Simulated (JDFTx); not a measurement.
System: tetraarsenic, As4 (SMILES [As]12[As]3[As]1[As]23), charge 0, multiplicity 1; geometry: optimised with GFN2-xTB in vacuum (one conformer, no frequencies checked; largest PBE force component 1.7 eV/Å). Z-matrix (Å, degrees):
```
As
As 1 2.3843
As 1 2.3852 2 60.08
As 2 2.3861 1 60.08 3 -70.51
```

All numbers are PBE, GBRV ultrasoft potentials, plane waves to 20/100 Ha results from JDFTx (a modified build), not measurements. The vacuum run is isolated (truncated Coulomb interaction) and the liquid run periodic, so single terms such as Eewald and EH can't be compared between them; the totals can.

End of the vacuum run (hartree):
```
# Energy components:
   Eewald =       33.2627616091403340
       EH =       52.9264420308732468
     Eloc =      -98.3146083543697102
      Enl =      -13.9355079862796121
      Exc =      -63.0438397259152268
 Exc_core =       54.8423316825300162
       KE =        8.5926664345204369
-------------------------------------
     Etot =      -25.6697543095005187
```

End of the run in the liquid (soft-sphere model, water, 1 M NaF):
```
# Energy components:
   A_diel =       -0.0007704078384457
   Eewald =        3.9556508053073967
       EH =       24.3090056296129795
     Eloc =      -40.3942400298162880
      Enl =      -13.9195050338451818
      Exc =      -63.0323006268690094
 Exc_core =       54.8423316825300162
       KE =        8.5695614630201042
-------------------------------------
     Etot =      -25.6702665178984297
```

The values are those of the intact species: the continuum can't coordinate to it or react with it.

Working it through: the solvation energy, split into the fluid's free energy A_diel and the cost of distorting the solute's electrons.

ΔG_solv = Etot(liquid) − Etot(vacuum) = -0.014 eV (-0.3 kcal/mol). A_diel = -0.021 eV; the fluid's own output file splits it into CavityTension 0.134, Electrostatic -0.155 eV. The rest, 0.007 eV, is the change of all other terms: the price of polarising the solute.
